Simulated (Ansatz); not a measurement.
KI (rock salt) is sheared across one {100} plane: the third cell vector gains the shift, so faults repeat every 10.8 Å. The cut lies between planes 3.59 Å apart; the cell height is held.

```
CELL_PARAMETERS angstrom
      5.07792     0.00000     0.00000
      0.00000     5.07792     0.00000
      2.53896     2.53896    10.77189
ATOMIC_POSITIONS crystal
  I  0.00000 0.00000 0.83333
  I  0.33333 0.33333 0.16667
  I  0.66667 0.66667 0.50000
  K  0.50000 0.50000 0.83333
  K  0.83333 0.83333 0.16667
  K  0.16667 0.16667 0.50000
```

In-plane vectors a = (5.078, 0.000) Å, b = (0.000, 5.078) Å, area 25.79 Å². The shift is s times the vector a + b (length 7.181 Å), so s = 1 restores the start. The shift is rigid: no atom relaxes. γ = [E(shift) − E(0)] / area.

Level of theory: PBE (plane waves to 420 eV, PAW, scalar-relativistic; Ansatz, an electronic-structure program). k mesh 6×6×6 (Γ-centred), Fermi-Dirac smearing 0.05 eV. Energies are extrapolated to zero smearing. Faults lie only 10.8 Å apart, and holding the cell height and the atoms raises γ above its relaxed value. KI was relaxed with its symmetry unable to fall. Spin-orbit coupling is left out, though I is heavy. The relaxed volume of KI is well above the measured one; the method has no dispersion term. The zero of γ is zero shift.

| s | γ (mJ/m²) |
|---|---|
| 0.000 | 0 |
| 0.083 | 18 |
| 0.167 | 78 |
| 0.250 | 186 |
| 0.333 | withheld |
| 0.417 | 444 |
| 0.500 | 493 |
| 0.583 | 444 |
| 0.667 | withheld |
| 0.750 | 186 |
| 0.833 | 78 |
| 0.917 | 18 |

Problem. Fit a Fourier form (three harmonics of 1 − cos and sin) to the given rows and predict γ at s = 0.667.

Solution. Least squares on the 10 given rows: γ = (246.1)·[1 − cos(2πs)] + (-30.2)·[1 − cos(4πs)], in mJ/m²; root-mean-square residual 0.3 mJ/m². At 0.667 the fit gives 324 mJ/m²; the calculation gives 323 mJ/m², so the interpolation is off by 1 (+0.3 %). 

(The slope of γ gives the shear force per area between the displaced halves; near zero shift its curvature is an elastic stiffness.)
